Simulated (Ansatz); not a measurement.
Relaxed Pt (fcc, Cu type):

```yaml
crystal:
  lattice:
    - [0.00000, 3.97027, 3.97027]
    - [1.98513, 0.00000, 1.98513]
    - [1.98513, 1.98513, 0.00000]
  atoms:
    - { symbol: Pt, position: [0.00000, 0.00000, 0.00000] }
    - { symbol: Pt, position: [0.50000, 0.00000, 0.00000] }
```

A phonon eigenvector at L = (0.5, 0.0, 0.0) is frozen into this cell: atom i moves by Q times the vector below, so Q is the largest atomic displacement, in Å. The cell is held. It is one choice among 2 degenerate patterns. (q is in reciprocal vectors of the primitive cell; the cell shown is doubled to hold the pattern.)

```
atom       x       y       z
----  ------  ------  ------
Pt1    0.285  -0.520   0.805
Pt2   -0.285   0.520  -0.805
```

All values below come from PBE (plane waves to 420 eV, PAW, scalar-relativistic; Ansatz, an electronic-structure program). k mesh 10×20×20 (Γ-centred), Fermi-Dirac smearing 0.05 eV. With partly filled bands, energies and forces of such displacements shift with the k mesh and the smearing. Pt is run without spin polarisation. Pt was relaxed with its symmetry unable to fall. Spin-orbit coupling is left out, though Pt is heavy. 

```
Q (Å)   −dE/dQ from forces (eV/Å)
------  -------------------------
-0.280                      1.375
-0.233                      1.355
-0.187                      1.294
-0.140                      1.173
-0.093                      0.935
-0.047                      0.523
0.000                       0.000
0.047                      -0.523
0.093                      -0.935
0.140                      -1.173
0.187                      -1.294
0.233                      -1.355
0.280                      -1.375
```

Problem. What harmonic wavenumber does the curvature at Q = 0 give?

Solution. 90 cm⁻¹. E″ = 11.61 eV/Å², M = Σ mᵢ|uᵢ|² = 390.2 u, ν̃ = 521.5·√(|E″|/M).

(A displaced cell: forces are minus the slopes of the energy, force constants its curvatures, and phonons follow from these.)
